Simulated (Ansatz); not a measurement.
# GePt: input, output and frames of a trajectory

Computed with DFT PBEsol, scalar-relativistic, plane waves, PAW (Ansatz). Settings: plane waves to 420 eV, k-mesh 4×4×4 (shifted by 0.5, 0.5, 0.5 steps), Fermi–Dirac smearing 0.05 eV. The mesh is coarse. Spin–orbit coupling is left out, which can shift energies with elements as heavy as these. No spin polarisation.

16 atoms, starting at 1.00 times the perfect crystal's volume (space group Pnma); Langevin thermostat at 450 K (friction 0.02 fs⁻¹), fixed cell; 25 steps of 3 fs. The run is short and not equilibrated.

The run converged.

Time: 12 min on 4 threads of Arm Neoverse V2, with other jobs on the host, peak memory 2.3 GiB.

Command:
```bash
ansatz run input.yaml --threads 4 --pin off --max-ram 9216MiB --backend cpu --events-out ev --progress --plain --runs-dir out
```

Input:
```yaml
crystal:
  lattice:
    - [5.7406006238, -3.700335994, 0.0]
    - [-5.7406006238, -3.700335994, 0.0]
    - [0.0, 3.700335994, -6.0924384592]
  atoms:
    - { symbol: Ge, position: [0.2385682617, 0.4234088379, 0.4119770996] }
    - { symbol: Ge, position: [0.7385682617, 0.9234088379, 0.4119770996] }
    - { symbol: Ge, position: [0.2614317383, 0.0765911621, 0.5880229004] }
    - { symbol: Ge, position: [0.7614317383, 0.5765911621, 0.5880229004] }
    - { symbol: Ge, position: [0.6734088379, 0.9885682617, 0.9119770996] }
    - { symbol: Ge, position: [0.1734088379, 0.4885682617, 0.9119770996] }
    - { symbol: Ge, position: [0.8265911621, 0.5114317383, 0.0880229004] }
    - { symbol: Ge, position: [0.3265911621, 0.0114317383, 0.0880229004] }
    - { symbol: Pt, position: [0.5290420562, 0.5297985825, 0.8088406386] }
    - { symbol: Pt, position: [0.0290420562, 0.0297985825, 0.8088406386] }
    - { symbol: Pt, position: [0.9709579438, 0.9702014175, 0.1911593614] }
    - { symbol: Pt, position: [0.4709579438, 0.4702014175, 0.1911593614] }
    - { symbol: Pt, position: [0.2797985825, 0.7790420562, 0.3088406386] }
    - { symbol: Pt, position: [0.7797985825, 0.2790420562, 0.3088406386] }
    - { symbol: Pt, position: [0.2202014175, 0.7209579438, 0.6911593614] }
    - { symbol: Pt, position: [0.7202014175, 0.2209579438, 0.6911593614] }
basis:
  ecutwfc: 420
kpoints:
  mp_grid: { grid: [4, 4, 4], shift: [0.5, 0.5, 0.5] }
hamiltonian:
  xc: pbesol
scf:
  occupations: { method: fermi_dirac, width: 0.05 }
  lower_state_search: "off"
  convergence: { dr2_threshold: 1.0e-07 }
output:
  forces: true
  stress: true
md:
  timestep: 3.0
  n_steps: 25
  ensemble: nvt_langevin
  temperature: 450.0
  initial_velocities: maxwell_boltzmann
  seed: 36647
  friction: 0.02
```

Output (its end):
```
...
SCF converged after 6 iterations
Free energy (F): -133105.950542 eV
Harris-Foulkes:  -133105.950542 eV  (|F-HF|=2.39e-8)
Internal energy: -133105.918837 eV  (E = F + TS)
E sigma→0 (E₀):  -133105.934690 eV
Entropy (-TS):   -0.031706 eV (-1.982 meV/atom)
Fermi energy:    17.743713 eV
--- Per-component energies (eV) ---
  E_band       = -2174.916375
  E_kinetic    = 6017.890565
  E_local      = -30194.908074  (includes V_loc(G=0)·N_el)
  E_nonlocal   = 4986.164538
  E_hartree    = 12406.090932
  E_xc         = -2693.496158
  E_vxc        = -2952.043708  (∫ρ·V_xc dr)
  E_paw        = -90370.143866  (= ΣΔE_a)
  E_vpaw       = -4844.205765  (= ΣTr[D̂ρ^β])
  E_aug_tail   = 0.003977  (compensation charges beyond the density's cutoff)
  E_ewald      = -33267.160089
  E_core_change = 9.639339  (= ΣΔE_core)
  E_smearing   = -0.031706  (= −TS)
  E_closure    = -0.000000  (closes the sum)
  Σ components = -133105.950542   (vs F -133105.950542, Δ=0.00e0)
--- Forces (eV/Å), atoms counted from 1 ---
  atom   1  Ge     0.18848431     0.13459765     1.20807798
  atom   2  Ge     0.32078171     0.40377997    -0.13028184
  atom   3  Ge     0.31928996     1.01939543     0.87462253
  atom   4  Ge     0.33483271    -0.71582224     0.82849532
  atom   5  Ge    -0.70913868     0.69934287    -0.20880233
  atom   6  Ge     0.14398800    -0.88234547    -0.18151779
  atom   7  Ge    -0.43409753    -0.81325868     0.16206791
  atom   8  Ge    -0.61963743    -0.43914240    -0.81945490
  atom   9  Pt    -0.09292290     0.03530590    -1.68151794
  atom  10  Pt     1.07716092     0.01109579     0.42736211
  atom  11  Pt     0.27964857    -0.52595107    -0.11181316
  atom  12  Pt    -0.72099352     0.61069492     0.11977200
  atom  13  Pt    -0.27563663     0.46852345    -0.57236990
  atom  14  Pt     0.25338328     0.33654570    -0.07777061
  atom  15  Pt    -0.18275274    -0.44348323     0.47653247
  atom  16  Pt     0.11759846     0.10070911    -0.31338357
  max |Σ_I F_I| component: 1.83e-5 eV/Å
--- Stress (GPa, compression-positive) ---
        1.514540       0.141249       0.588560
        0.141249       2.209088      -0.651825
        0.588560      -0.651825       1.816106
  P = ⅓ Tr σ = 1.8466 GPa (18.466 kbar)
--- MD trajectory: 25 steps, t = 0.0 → 75.0 fs ---
  final state: T = 342.1 K   F+E_penalty+E_count = -133105.95054243 eV   E_kin = 0.707461 eV
```

Frames along the run (Å, eV/Å; dE is the potential energy from the first frame):

```xyz
16
Lattice="5.741 -3.700 0.000 -5.741 -3.700 0.000 0.000 3.700 -6.092" Properties=species:S:1:pos:R:3:forces:R:3 pbc="T T T" time_fs=0.00 dE_eV=0.0000 T_K=422
Ge   -1.061   -0.925   -2.510   -0.010    0.000    0.002
Ge   -1.061   -4.625   -2.510   -0.010    0.000    0.002
Ge    1.061    0.925   -3.582    0.010    0.000   -0.002
Ge    1.061   -2.775   -3.582    0.010    0.000   -0.002
Ge   -1.809   -2.775   -5.556    0.010    0.000    0.002
Ge   -1.809    0.925   -5.556    0.010    0.000    0.002
Ge    1.809   -4.625   -0.536   -0.010    0.000   -0.002
Ge    1.809   -0.925   -0.536   -0.010    0.000   -0.002
Pt   -0.004   -0.925   -4.928    0.033    0.000    0.004
Pt   -0.004    2.775   -4.928    0.033    0.000    0.004
Pt    0.004   -6.476   -1.165   -0.033    0.000   -0.004
Pt    0.004   -2.775   -1.165   -0.033    0.000   -0.004
Pt   -2.866   -2.775   -1.882   -0.033    0.000    0.004
Pt    2.875   -2.775   -1.882   -0.033    0.000    0.004
Pt   -2.875   -0.925   -4.211    0.033    0.000   -0.004
Pt    2.866   -0.925   -4.211    0.033    0.000   -0.004
16
Lattice="5.741 -3.700 0.000 -5.741 -3.700 0.000 0.000 3.700 -6.092" Properties=species:S:1:pos:R:3:forces:R:3 pbc="T T T" time_fs=6.00 dE_eV=0.0257 T_K=348
Ge   -1.074   -0.931   -2.508    0.117    0.007    0.024
Ge   -1.076   -4.625   -2.516    0.196   -0.015    0.094
Ge    1.067    0.926   -3.583   -0.069    0.027    0.044
Ge    1.077   -2.760   -3.587   -0.118   -0.202   -0.049
Ge   -1.811   -2.771   -5.554    0.169    0.011   -0.020
Ge   -1.806    0.955   -5.561    0.007   -0.260   -0.001
Ge    1.826   -4.605   -0.523   -0.186   -0.247   -0.088
Ge    1.818   -0.958   -0.546   -0.213    0.351    0.203
Pt   -0.005   -0.931   -4.919    0.021    0.070   -0.131
Pt   -0.010    2.768   -4.918    0.225    0.101   -0.126
Pt   -0.002   -6.476   -1.176    0.045   -0.021    0.083
Pt    0.008   -2.789   -1.175   -0.094    0.054    0.070
Pt   -2.868   -2.784   -1.879   -0.093    0.090    0.079
Pt    2.874   -2.770   -1.879    0.093   -0.113   -0.155
Pt   -2.866   -0.923   -4.218   -0.067    0.096   -0.022
Pt    2.864   -0.918   -4.207   -0.032    0.050   -0.005
16
Lattice="5.741 -3.700 0.000 -5.741 -3.700 0.000 0.000 3.700 -6.092" Properties=species:S:1:pos:R:3:forces:R:3 pbc="T T T" time_fs=12.00 dE_eV=0.1029 T_K=417
Ge   -1.089   -0.944   -2.514    0.274    0.055    0.105
Ge   -1.091   -4.628   -2.519    0.400    0.001    0.171
Ge    1.074    0.928   -3.578   -0.155    0.080    0.035
Ge    1.093   -2.751   -3.589   -0.263   -0.368   -0.116
Ge   -1.818   -2.781   -5.559    0.364    0.130    0.003
Ge   -1.794    0.984   -5.563   -0.047   -0.509   -0.011
Ge    1.838   -4.583   -0.508   -0.338   -0.508   -0.195
Ge    1.825   -0.988   -0.558   -0.403    0.721    0.451
Pt   -0.002   -0.936   -4.907   -0.019    0.098   -0.263
Pt   -0.018    2.763   -4.915    0.426    0.171   -0.183
Pt   -0.002   -6.482   -1.190    0.053   -0.044    0.178
Pt    0.011   -2.799   -1.183   -0.156    0.062    0.103
Pt   -2.869   -2.792   -1.872   -0.122    0.188    0.125
Pt    2.872   -2.762   -1.873    0.263   -0.286   -0.372
Pt   -2.854   -0.917   -4.228   -0.192    0.117   -0.072
Pt    2.860   -0.915   -4.203   -0.085    0.094    0.042
16
Lattice="5.741 -3.700 0.000 -5.741 -3.700 0.000 0.000 3.700 -6.092" Properties=species:S:1:pos:R:3:forces:R:3 pbc="T T T" time_fs=18.00 dE_eV=0.2290 T_K=363
Ge   -1.097   -0.964   -2.527    0.411    0.170    0.280
Ge   -1.111   -4.632   -2.521    0.677   -0.001    0.260
Ge    1.084    0.928   -3.581   -0.258    0.174    0.079
Ge    1.107   -2.751   -3.593   -0.359   -0.513   -0.136
Ge   -1.824   -2.785   -5.564    0.515    0.188    0.038
Ge   -1.779    1.013   -5.563   -0.160   -0.756   -0.049
Ge    1.842   -4.561   -0.491   -0.395   -0.745   -0.335
Ge    1.837   -1.012   -0.570   -0.637    1.086    0.718
Pt    0.001   -0.944   -4.893   -0.063    0.126   -0.415
Pt   -0.029    2.759   -4.920    0.655    0.240   -0.170
Pt    0.000   -6.490   -1.200    0.032   -0.068    0.179
Pt    0.014   -2.808   -1.189   -0.201    0.050    0.102
Pt   -2.870   -2.799   -1.868   -0.157    0.314    0.187
Pt    2.872   -2.751   -1.866    0.420   -0.549   -0.597
Pt   -2.843   -0.907   -4.233   -0.328    0.125   -0.164
Pt    2.855   -0.913   -4.197   -0.153    0.159    0.023
16
Lattice="5.741 -3.700 0.000 -5.741 -3.700 0.000 0.000 3.700 -6.092" Properties=species:S:1:pos:R:3:forces:R:3 pbc="T T T" time_fs=24.00 dE_eV=0.3824 T_K=376
Ge   -1.109   -0.979   -2.540    0.567    0.250    0.467
Ge   -1.121   -4.646   -2.522    0.869    0.062    0.303
Ge    1.095    0.923   -3.591   -0.316    0.279    0.207
Ge    1.109   -2.752   -3.602   -0.341   -0.640   -0.069
Ge   -1.825   -2.790   -5.565    0.596    0.239    0.088
Ge   -1.761    1.038   -5.572   -0.364   -0.966   -0.007
Ge    1.843   -4.539   -0.474   -0.408   -0.956   -0.475
Ge    1.849   -1.031   -0.586   -0.866    1.455    1.007
Pt    0.000   -0.948   -4.882   -0.125    0.129   -0.542
Pt   -0.033    2.748   -4.929    0.829    0.336   -0.129
Pt    0.003   -6.498   -1.201    0.033   -0.116    0.116
Pt    0.017   -2.819   -1.193   -0.225    0.053    0.019
Pt   -2.871   -2.804   -1.863   -0.191    0.411    0.201
Pt    2.873   -2.738   -1.859    0.529   -0.860   -0.871
Pt   -2.837   -0.894   -4.236   -0.447    0.126   -0.300
Pt    2.848   -0.917   -4.189   -0.139    0.198   -0.015
16
Lattice="5.741 -3.700 0.000 -5.741 -3.700 0.000 0.000 3.700 -6.092" Properties=species:S:1:pos:R:3:forces:R:3 pbc="T T T" time_fs=30.00 dE_eV=0.5251 T_K=253
Ge   -1.125   -0.992   -2.553    0.784    0.325    0.708
Ge   -1.124   -4.659   -2.523    0.985    0.076    0.349
Ge    1.108    0.912   -3.604   -0.357    0.428    0.381
Ge    1.101   -2.751   -3.616   -0.235   -0.754    0.075
Ge   -1.822   -2.800   -5.564    0.623    0.345    0.105
Ge   -1.749    1.060   -5.582   -0.558   -1.166    0.051
Ge    1.848   -4.524   -0.462   -0.471   -1.103   -0.560
Ge    1.854   -1.042   -0.590   -0.968    1.636    1.129
Pt   -0.001   -0.947   -4.873   -0.178    0.111   -0.702
Pt   -0.037    2.735   -4.937    0.994    0.435   -0.066
Pt    0.006   -6.505   -1.197    0.034   -0.162    0.021
Pt    0.018   -2.830   -1.197   -0.204    0.075   -0.071
Pt   -2.868   -2.809   -1.855   -0.262    0.451    0.168
Pt    2.873   -2.734   -1.853    0.555   -0.988   -1.069
Pt   -2.831   -0.883   -4.235   -0.612    0.117   -0.487
Pt    2.845   -0.917   -4.180   -0.130    0.172   -0.032
16
Lattice="5.741 -3.700 0.000 -5.741 -3.700 0.000 0.000 3.700 -6.092" Properties=species:S:1:pos:R:3:forces:R:3 pbc="T T T" time_fs=36.00 dE_eV=0.6296 T_K=307
Ge   -1.137   -0.996   -2.562    0.917    0.329    0.866
Ge   -1.126   -4.669   -2.512    1.034    0.069    0.253
Ge    1.118    0.894   -3.615   -0.387    0.662    0.540
Ge    1.088   -2.749   -3.631   -0.074   -0.894    0.283
Ge   -1.817   -2.815   -5.562    0.577    0.505    0.111
Ge   -1.744    1.086   -5.594   -0.697   -1.395    0.123
Ge    1.851   -4.522   -0.456   -0.505   -1.102   -0.643
Ge    1.866   -1.036   -0.587   -1.032    1.491    1.144
Pt    0.002   -0.947   -4.863   -0.329    0.107   -0.880
Pt   -0.042    2.722   -4.945    1.176    0.502    0.034
Pt    0.009   -6.511   -1.188    0.061   -0.199   -0.065
Pt    0.017   -2.846   -1.199   -0.111    0.173   -0.136
Pt   -2.865   -2.818   -1.848   -0.311    0.554    0.082
Pt    2.877   -2.735   -1.856    0.403   -0.990   -1.060
Pt   -2.832   -0.873   -4.234   -0.673    0.098   -0.654
Pt    2.842   -0.912   -4.174   -0.049    0.089    0.002
16
Lattice="5.741 -3.700 0.000 -5.741 -3.700 0.000 0.000 3.700 -6.092" Properties=species:S:1:pos:R:3:forces:R:3 pbc="T T T" time_fs=45.00 dE_eV=0.7149 T_K=427
Ge   -1.140   -0.994   -2.580    0.976    0.233    1.135
Ge   -1.118   -4.683   -2.494    0.932    0.072    0.134
Ge    1.113    0.874   -3.619   -0.301    0.903    0.692
Ge    1.075   -2.762   -3.648    0.119   -0.916    0.561
Ge   -1.790   -2.849   -5.550    0.273    0.794    0.106
Ge   -1.738    1.120   -5.595   -0.836   -1.690    0.036
Ge    1.863   -4.526   -0.454   -0.570   -1.023   -0.625
Ge    1.892   -1.005   -0.559   -0.975    0.924    0.891
Pt    0.004   -0.952   -4.847   -0.399    0.076   -1.139
Pt   -0.049    2.711   -4.956    1.447    0.528    0.198
Pt    0.000   -6.519   -1.167    0.204   -0.238   -0.245
Pt    0.024   -2.873   -1.198   -0.050    0.364   -0.183
Pt   -2.863   -2.828   -1.840   -0.293    0.745   -0.055
Pt    2.880   -2.739   -1.861    0.134   -0.755   -0.826
Pt   -2.830   -0.853   -4.242   -0.701   -0.001   -0.713
Pt    2.833   -0.903   -4.157    0.039   -0.018    0.034
16
Lattice="5.741 -3.700 0.000 -5.741 -3.700 0.000 0.000 3.700 -6.092" Properties=species:S:1:pos:R:3:forces:R:3 pbc="T T T" time_fs=51.00 dE_eV=0.7301 T_K=374
Ge   -1.132   -0.994   -2.587    0.882    0.215    1.254
Ge   -1.108   -4.689   -2.488    0.811    0.077    0.096
Ge    1.110    0.862   -3.622   -0.224    1.052    0.797
Ge    1.072   -2.774   -3.661    0.201   -0.881    0.747
Ge   -1.767   -2.863   -5.532    0.047    0.894    0.008
Ge   -1.750    1.132   -5.589   -0.696   -1.760   -0.117
Ge    1.865   -4.531   -0.456   -0.557   -0.921   -0.583
Ge    1.911   -0.973   -0.532   -0.909    0.433    0.576
Pt    0.003   -0.955   -4.834   -0.415    0.037   -1.316
Pt   -0.049    2.703   -4.964    1.515    0.467    0.265
Pt   -0.002   -6.517   -1.157    0.252   -0.281   -0.313
Pt    0.032   -2.887   -1.198   -0.124    0.469   -0.138
Pt   -2.860   -2.827   -1.834   -0.256    0.816   -0.178
Pt    2.879   -2.746   -1.865    0.021   -0.502   -0.583
Pt   -2.831   -0.838   -4.251   -0.621   -0.083   -0.572
Pt    2.831   -0.899   -4.147    0.075   -0.031    0.059
16
Lattice="5.741 -3.700 0.000 -5.741 -3.700 0.000 0.000 3.700 -6.092" Properties=species:S:1:pos:R:3:forces:R:3 pbc="T T T" time_fs=57.00 dE_eV=0.7304 T_K=369
Ge   -1.120   -0.993   -2.589    0.745    0.211    1.319
Ge   -1.097   -4.693   -2.482    0.655    0.053    0.029
Ge    1.107    0.852   -3.625   -0.127    1.145    0.884
Ge    1.073   -2.789   -3.669    0.233   -0.801    0.835
Ge   -1.739   -2.866   -5.519   -0.210    0.852   -0.013
Ge   -1.761    1.131   -5.580   -0.519   -1.682   -0.243
Ge    1.869   -4.535   -0.461   -0.531   -0.876   -0.456
Ge    1.926   -0.949   -0.509   -0.867    0.106    0.263
Pt    0.002   -0.959   -4.822   -0.358   -0.006   -1.470
Pt   -0.047    2.695   -4.970    1.488    0.381    0.292
Pt   -0.003   -6.513   -1.151    0.314   -0.323   -0.370
Pt    0.044   -2.896   -1.202   -0.240    0.556   -0.039
Pt   -2.852   -2.821   -1.830   -0.255    0.810   -0.258
Pt    2.874   -2.758   -1.869    0.042   -0.256   -0.420
Pt   -2.831   -0.827   -4.261   -0.511   -0.169   -0.354
Pt    2.829   -0.898   -4.135    0.141   -0.002    0.001
16
Lattice="5.741 -3.700 0.000 -5.741 -3.700 0.000 0.000 3.700 -6.092" Properties=species:S:1:pos:R:3:forces:R:3 pbc="T T T" time_fs=63.00 dE_eV=0.7354 T_K=428
Ge   -1.099   -0.986   -2.587    0.512    0.170    1.326
Ge   -1.088   -4.703   -2.471    0.462    0.112   -0.065
Ge    1.101    0.848   -3.621   -0.001    1.206    0.925
Ge    1.065   -2.796   -3.671    0.324   -0.794    0.919
Ge   -1.718   -2.865   -5.501   -0.410    0.798   -0.050
Ge   -1.778    1.126   -5.575   -0.289   -1.528   -0.306
Ge    1.873   -4.536   -0.468   -0.508   -0.880   -0.267
Ge    1.928   -0.931   -0.477   -0.764   -0.119   -0.153
Pt    0.005   -0.960   -4.811   -0.339    0.005   -1.636
Pt   -0.049    2.691   -4.972    1.371    0.249    0.322
Pt   -0.002   -6.507   -1.147    0.344   -0.385   -0.329
Pt    0.060   -2.908   -1.208   -0.425    0.645    0.072
Pt   -2.845   -2.811   -1.819   -0.249    0.720   -0.342
Pt    2.866   -2.770   -1.867    0.111    0.013   -0.322
Pt   -2.833   -0.816   -4.268   -0.355   -0.251   -0.046
Pt    2.827   -0.898   -4.121    0.215    0.038   -0.048
16
Lattice="5.741 -3.700 0.000 -5.741 -3.700 0.000 0.000 3.700 -6.092" Properties=species:S:1:pos:R:3:forces:R:3 pbc="T T T" time_fs=69.00 dE_eV=0.7294 T_K=302
Ge   -1.082   -0.983   -2.579    0.343    0.157    1.290
Ge   -1.085   -4.717   -2.463    0.338    0.235   -0.121
Ge    1.091    0.853   -3.618    0.157    1.140    0.929
Ge    1.059   -2.805   -3.668    0.338   -0.742    0.913
Ge   -1.697   -2.868   -5.484   -0.585    0.776   -0.130
Ge   -1.797    1.106   -5.570   -0.041   -1.257   -0.306
Ge    1.873   -4.542   -0.478   -0.475   -0.818   -0.078
Ge    1.928   -0.915   -0.451   -0.686   -0.322   -0.511
Pt    0.004   -0.962   -4.803   -0.250    0.004   -1.697
Pt   -0.052    2.687   -4.982    1.239    0.118    0.372
Pt    0.005   -6.499   -1.149    0.313   -0.459   -0.243
Pt    0.070   -2.915   -1.212   -0.586    0.653    0.128
Pt   -2.838   -2.799   -1.807   -0.249    0.600   -0.463
Pt    2.857   -2.780   -1.870    0.192    0.194   -0.185
Pt   -2.834   -0.810   -4.271   -0.246   -0.364    0.222
Pt    2.828   -0.899   -4.111    0.198    0.086   -0.120
16
Lattice="5.741 -3.700 0.000 -5.741 -3.700 0.000 0.000 3.700 -6.092" Properties=species:S:1:pos:R:3:forces:R:3 pbc="T T T" time_fs=75.00 dE_eV=0.7161 T_K=342
Ge   -1.065   -0.980   -2.570    0.188    0.135    1.208
Ge   -1.090   -4.730   -2.459    0.321    0.404   -0.130
Ge    1.075    0.858   -3.612    0.319    1.019    0.875
Ge    1.057   -2.809   -3.659    0.335   -0.716    0.828
Ge   -1.680   -2.866   -5.467   -0.709    0.699   -0.209
Ge   -1.810    1.077   -5.575    0.144   -0.882   -0.182
Ge    1.871   -4.543   -0.492   -0.434   -0.813    0.162
Ge    1.926   -0.907   -0.431   -0.620   -0.439   -0.819
Pt    0.001   -0.967   -4.803   -0.093    0.035   -1.682
Pt   -0.054    2.685   -4.992    1.077    0.011    0.427
Pt    0.011   -6.491   -1.156    0.280   -0.526   -0.112
Pt    0.080   -2.916   -1.212   -0.721    0.611    0.120
Pt   -2.832   -2.786   -1.798   -0.276    0.469   -0.572
Pt    2.854   -2.791   -1.875    0.253    0.337   -0.078
Pt   -2.833   -0.811   -4.274   -0.183   -0.443    0.477
Pt    2.834   -0.900   -4.098    0.118    0.101   -0.313
```